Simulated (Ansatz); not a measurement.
Input:

Al$_{3}$Ru$_{2}$:
```
CELL_PARAMETERS angstrom
     -1.53635     1.53635     7.12843
      1.53635    -1.53635     7.12843
      1.53635     1.53635    -7.12843
ATOMIC_POSITIONS crystal
  Al 0.00000 0.00000 0.00000
  Al 0.80623 0.80623 0.00000
  Al 0.19377 0.19377 0.00000
  Ru 0.60557 0.60557 0.00000
  Ru 0.39443 0.39443 0.00000
```

This is the PBEsol-relaxed structure.

Task: All from plane-wave PAW PBEsol (Ansatz code), unless another level is named. Predict the bulk modulus (Birch–Murnaghan fit).

Result: 189 GPa.

Task: What about the highest zone-centre frequency?

Result: 12.04 THz.

Space group I4/mmm. The first step of the workflow began from a Materials Project structure, measured or hypothetical; the Crystallography Open Database copy checked does not list it. With Al and Ru taken as one species the cell has the higher symmetry I4/mmm, so it may be an ordered model of a mixed-site phase. Whether it is the stable phase at ambient conditions was not checked. The PBEsol relaxation kept the symmetry of its start; of distortions, only those at the zone centre were tested. The run is not spin-polarised. As this level gives no gap, phonon frequencies hold no LO–TO term and depend on the k-mesh and smearing (Fermi–Dirac, 0.1 eV here).

Potentials: the later of the program's two PAW sets.
